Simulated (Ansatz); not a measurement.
Sheets of one type (MA2Z4 (prismatic core, outer Z over the empty site)-type), the program Ansatz at the PBE level (PAW); HSE06 gaps on those cells.

```csv
layer,a (Å),thickness (Å)
WAs4Si2,3.623,9.92
NbN4Si2,2.966,7.01
WP4Si2,3.478,9.37
MoN4Si2,2.910,7.00
WGe2N4,3.022,7.42
TaN4Si2,2.967,7.00
WN4Si2,[?],[?]
```

Question: Some entries are withheld; supply them.

Answer: 
- WN4Si2, a (Å): 2.914
- WN4Si2, thickness (Å): 7.01

Spin orders computed, not proven ground states: NbN4Si2, MA2Z4 (prismatic core, outer Z over the empty site)-type layer ferromagnetic. Began spin-polarised and lost the moments: TaN4Si2, MA2Z4 (prismatic core, outer Z over the empty site)-type layer. All cells were relaxed under the symmetry of their starts (and spin orders); stability against distortions was not tested throughout. Rows with no word on spin ran without spin polarisation. Spin–orbit coupling is left out wherever it is not named. Constructed layers (a layer type filled with these elements): WAs4Si2, MA2Z4 (prismatic core, outer Z over the empty site)-type layer; NbN4Si2, MA2Z4 (prismatic core, outer Z over the empty site)-type layer; WP4Si2, MA2Z4 (prismatic core, outer Z over the empty site)-type layer; WGe2N4, MA2Z4 (prismatic core, outer Z over the empty site)-type layer; TaN4Si2, MA2Z4 (prismatic core, outer Z over the empty site)-type layer.

Potentials: the later of the program's two PAW sets.
